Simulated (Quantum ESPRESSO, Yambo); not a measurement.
For CaI$_{2}$ (CdI2 type, space group P-3m1, No. 164), Yambo gives the independent-particle static dielectric constant along x as 4.58 on PBEsol bands and 3.81 after a scissor of 1.82 eV widens every gap (6×6×2 mesh, 174 bands, 4 Ry local-field block, 0.2 eV broadening). Axes are Cartesian, with cell vectors (Å) (4.43, 0.00, 0.00), (-2.22, 3.84, 0.00), (0.00, 0.00, 6.92).

Task: A scissor keeps the position matrix elements. In a one-oscillator model, how does ε − 1 scale, and what mean transition energy do the two values imply?

Result: Each transition adds |r|²/E to ε − 1, so ε − 1 ∝ 1/(E0 + Δ). Then (3.81 − 1)/(4.58 − 1) = E0/(E0 + Δ) = 0.785, and E0 = Δ(ε' − 1)/(ε − ε') = 6.6 eV. The computed Im ε, weighted by 1/E up to 20 eV, has its mean at 6.9 eV; the smallest direct PBEsol gap is 3.77 eV. The scissor comes from a G0W0 run whose convergence isn't established. Convergence of the RPA response with its 6×6×2 mesh was not tested.

Bands from Quantum ESPRESSO.

Spin-orbit coupling is included.

Geometry relaxed with PBE+D3(BJ); primitive cell a = b = 4.4322 Å, c = 6.9195 Å, α = β = 90.00°, γ = 120.00°.
